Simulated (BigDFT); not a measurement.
Input and output of a self-consistent single point for iodine monochloride (ClI) (BigDFT).

Level of theory: PBE, Daubechies wavelet basis, HGH (Krack) norm-conserving potentials made for PBE, isolated boundary conditions run with BigDFT.

SMILES: ClI
```xyz
2

Cl     1.1541    -0.0178     0.0093
I     -1.1541     0.0178    -0.0093
```

Reference input (self-consistent single point, DFT, PBE, Daubechies wavelet basis, HGH (Krack) norm-conserving potentials made for PBE, isolated boundary conditions): basis = Daubechies wavelets; dft.hgrids = 0.421 bohr; dft.rmult = 5 8; dft.ixc = 11; potentials = built-in HGH-K PBE; boundary_conditions = free; dft.gnrm_cv = 1e-04; dft.itermax = 80; dft.idsx = 6; dft.nrepmax = 3. This run's input differs from it in these lines:

```diff
@@ -2,4 +2,4 @@
 dft:
-  hgrids: 0.421
-  rmult: [5, 8]
+  hgrids: 0.547
+  rmult: [4, 6]
   ixc: 11
```

Output (repeated stretches shortened):

```
  #------------------------------------------------------------------- Self-Consistent Cycle
 Ground State Optimization:
 - Hamiltonian Optimization: &itrp001
   - Subspace Optimization: &itrep001-01
       Wavefunctions Iterations:
 iter:  1, EKS: -2.62120126599473195E+01, gnrm:  2.74E-01, D:  1.23E-01,
 iter:  2, EKS: -2.63731571423764315E+01, gnrm:  6.14E-02, D: -1.61E-01,
 iter:  3, EKS: -2.63852799287641631E+01, gnrm:  2.61E-02, D: -1.21E-02,
 iter:  4, EKS: -2.63884517016610936E+01, gnrm:  1.76E-02, D: -3.17E-03,
 iter:  5, EKS: -2.63899902551515453E+01, gnrm:  8.53E-03, D: -1.54E-03,
 iter:  6, EKS: -2.63904838257167462E+01, gnrm:  4.84E-03, D: -4.94E-04,
 iter:  7, EKS: -2.63906639671688090E+01, gnrm:  2.39E-03, D: -1.80E-04,
 iter:  8, EKS: -2.63907050111419323E+01, gnrm:  1.02E-03, D: -4.10E-05,
 iter:  9, EKS: -2.63907123069228149E+01, gnrm:  4.34E-04, D: -7.30E-06,
 iter:  10, EKS: -2.63907134412613757E+01, gnrm:  2.27E-04, D: -1.13E-06,
 iter:  11, EKS: -2.63907138415503510E+01, gnrm:  1.10E-04, D: -4.00E-07,
 iter:  12, EKS: -2.63907139500866421E+01, gnrm:  6.40E-05, D: -1.09E-07,
       -  &FINAL001  { #---------------------------------------------------------- iter: 13
 iter:  13, EKS: -2.63907139956461236E+01, gnrm:  6.40E-05, D: -4.56E-08,  #FINAL
        #Eigenvalues and New Occupation Numbers
       Orbitals: [
 Last Iteration                        : *FINAL001
  #---------------------------------------------------------------------- Forces Calculation
 Total electronic charge               :  13.999999905627
 Electric Dipole Moment (AU):
   P vector                            :  [ -5.075718E-01, -3.906883E-02, -5.205175E-02 ]
   norm(P)                             :  5.11727333E-01
 Electric Dipole Moment (Debye):
   P vector                            :  [ -1.290119E+00, -9.930306E-02, -1.323023E-01 ]
   norm(P)                             :  1.30068102E+00
 BigDFT infocode                       :  0
 Clean forces norm (Ha/Bohr): {maxval:  9.059812030040E-04, fnrm2:  1.641603880393E-06}
  #-------------------------------------------------------------------- Atomic Forces (Ha/Bohr)
 Atomic Forces (Ha/Bohr):
 -  {Cl: [-9.058440629811E-04,  1.397108076896E-05, -7.299497276693E-06]} # 0001
 -  {I: [ 9.058440629811E-04, -1.397108076896E-05,  7.299497276693E-06]} # 0002
 Energy (Hartree)                      : -2.63907139956461236E+01
 Force Norm (Hartree/Bohr)             :  1.28125090454330034E-03
```

The run converged in 13 iterations. Against the reference run the free energy rises by 627 meV/atom and the largest force goes from 0.510 to 0.047 eV/Å.

The grid can part forces that symmetry would make equal. This run is one point of a test of settings, so its values need not be converged; read them against the reference run alone. The geometry comes from a cheaper method or was typed, in some cases with atoms then moved at random; it is not relaxed at this level. A coarse multiplier of 5 or less cuts the tails of heavy atoms' orbitals, which raises levels.
